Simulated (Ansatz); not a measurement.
Relaxation of a generated trial cell of Te2Mo in the cotunnite structure type; 12 atoms in the cell, which starts as Pnma (No. 62), oP12; a = 7.9578 Å, b = 4.7350 Å, c = 9.4457 Å, α = β = γ = 90.00°. These are PBEsol (plane waves to 420 eV, PAW, scalar-relativistic; Ansatz, a first-principles code) values and carry that method's errors. Γ-centred k-mesh 3×4×2 on the run's cell (coarser than for final values), Fermi–Dirac smearing 0.05 eV. This is the first round of the run. 

The optimiser's lines from the output (shortened; P is positive under compression):

```
relax step   1: F+E_penalty+E_count = -74793.73936453 eV  Δ(F+E_penalty+E_count) = +0.000e0 eV  max|allowed force component| = 1.363e0 eV/Å  Δτ_max = 0.0000 Å  P = -15.880 GPa  Ω = 355.918 Å³  (10 SCF iters, dr2 threshold 1.00e-7 eV, accepted)
relax step   2: F+E_penalty+E_count = -74798.17606001 eV  Δ(F+E_penalty+E_count) = -4.437e0 eV  max|allowed force component| = 7.321e-1 eV/Å  Δτ_max = 0.0881 Å  P = -10.960 GPa  Ω = 310.693 Å³  (7 SCF iters, dr2 threshold 1.20e-6 eV, accepted)
relax step   3: F+E_penalty+E_count = -74800.06899175 eV  Δ(F+E_penalty+E_count) = -1.893e0 eV  max|allowed force component| = 3.811e-1 eV/Å  Δτ_max = 0.0733 Å  P = -1.356 GPa  Ω = 274.377 Å³  (6 SCF iters, dr2 threshold 1.20e-6 eV, accepted)
relax step   4: F+E_penalty+E_count = -74800.42392954 eV  Δ(F+E_penalty+E_count) = -3.549e-1 eV  max|allowed force component| = 3.682e-1 eV/Å  Δτ_max = 0.1789 Å  P = +1.556 GPa  Ω = 268.100 Å³  (7 SCF iters, dr2 threshold 1.20e-6 eV, accepted)
relax step   5: F+E_penalty+E_count = -74800.87906997 eV  Δ(F+E_penalty+E_count) = -4.551e-1 eV  max|allowed force component| = 4.181e-1 eV/Å  Δτ_max = 0.1267 Å  P = +2.058 GPa  Ω = 266.010 Å³  (6 SCF iters, dr2 threshold 1.20e-6 eV, accepted)
relax step   6: F+E_penalty+E_count = -74801.12701344 eV  Δ(F+E_penalty+E_count) = -2.479e-1 eV  max|allowed force component| = 5.802e-1 eV/Å  Δτ_max = 0.0754 Å  P = +0.046 GPa  Ω = 265.619 Å³  (6 SCF iters, dr2 threshold 1.20e-6 eV, accepted)
relax step   7: F+E_penalty+E_count = -74801.04795470 eV  Δ(F+E_penalty+E_count) = +7.906e-2 eV  max|allowed force component| = 5.916e-1 eV/Å  Δτ_max = 0.1927 Å  P = -2.352 GPa  Ω = 269.644 Å³  (7 SCF iters, dr2 threshold 1.20e-6 eV, rejected (line search))
relax step   8: F+E_penalty+E_count = -74801.27725294 eV  Δ(F+E_penalty+E_count) = -1.502e-1 eV  max|allowed force component| = 1.157e-1 eV/Å  Δτ_max = 0.0964 Å  P = +0.219 GPa  Ω = 263.442 Å³  (11 SCF iters, accepted)
relax step   9: F+E_penalty+E_count = -74801.29083306 eV  Δ(F+E_penalty+E_count) = -1.358e-2 eV  max|allowed force component| = 4.412e-2 eV/Å  Δτ_max = 0.0149 Å  P = -0.290 GPa  Ω = 264.066 Å³  (6 SCF iters, dr2 threshold 8.85e-7 eV, accepted)
relax step  10: F+E_penalty+E_count = -74801.29275884 eV  Δ(F+E_penalty+E_count) = -1.926e-3 eV  max|allowed force component| = 3.750e-2 eV/Å  Δτ_max = 0.0130 Å  P = +0.079 GPa  Ω = 262.598 Å³  (6 SCF iters, dr2 threshold 2.63e-7 eV, accepted)
relax step  11: F+E_penalty+E_count = -74801.29337259 eV  Δ(F+E_penalty+E_count) = -6.138e-4 eV  max|allowed force component| = 2.230e-2 eV/Å  Δτ_max = 0.0055 Å  P = -0.009 GPa  Ω = 262.681 Å³  (6 SCF iters, dr2 threshold 1.58e-7 eV, accepted)
relax step  12: F+E_penalty+E_count = -74801.29356148 eV  Δ(F+E_penalty+E_count) = -1.889e-4 eV  max|allowed force component| = 1.423e-3 eV/Å  Δτ_max = 0.0026 Å  P = +0.003 GPa  Ω = 262.801 Å³  (6 SCF iters, dr2 threshold 3.11e-8 eV, accepted)
relax step  13: F+E_penalty+E_count = -74801.28434592 eV  Δ(F+E_penalty+E_count) = +9.216e-3 eV  max|allowed force component| = 1.806e-3 eV/Å  Δτ_max = 0.0000 Å  P = -0.011 GPa  Ω = 262.801 Å³  stress off target by 2.48e-2 GPa  SCF on the basis re-selected at this cell (its energy is not comparable with the rows above)  (7 SCF iters)
relax step  14: F+E_penalty+E_count = -74801.28436554 eV  Δ(F+E_penalty+E_count) = -1.962e-5 eV  max|allowed force component| = 7.621e-4 eV/Å  Δτ_max = 0.0004 Å  P = +0.001 GPa  Ω = 262.751 Å³  (6 SCF iters, dr2 threshold 1.54e-9 eV, accepted)
relax step  15: F+E_penalty+E_count = -74801.28435690 eV  Δ(F+E_penalty+E_count) = +8.639e-6 eV  max|allowed force component| = 7.627e-4 eV/Å  Δτ_max = 0.0000 Å  P = +0.001 GPa  Ω = 262.751 Å³  stress off target by 1.59e-3 GPa  SCF on the basis re-selected at this cell (its energy is not comparable with the rows above)  (8 SCF iters)
```

From the first to the last row the energy changes by -0.63 eV/atom and the volume by -26.2 %. The last row is marked as not comparable with the walk above it, whose basis was carried along; it does compare with step 1, since both stand on a basis selected at the nominal cutoff for their own cell.

Step 7 was rejected by the optimiser.

Later rounds, restarted from the end of this one on a renewed k-mesh, logged 11 more steps and released under 0.01 eV/atom more. The final structure after all rounds: Pnma (No. 62), oP12; a = 7.6985 Å, b = 3.5876 Å, c = 9.5650 Å, α = β = γ = 90.00°. Between re-selections the logged energies stand on a plane-wave basis carried along with the cell. No spin polarisation in the result.

The run could not lose the symmetry of its start: the end is stationary, and may be a saddle point rather than a minimum.

The relaxed structure here is a generated cell of Te2Mo: the first start was made by placing the elements on the sites of a structure type, and the end was not matched to a known phase here, so it may be hypothetical. Known forms of Te2Mo include space group No. 194.
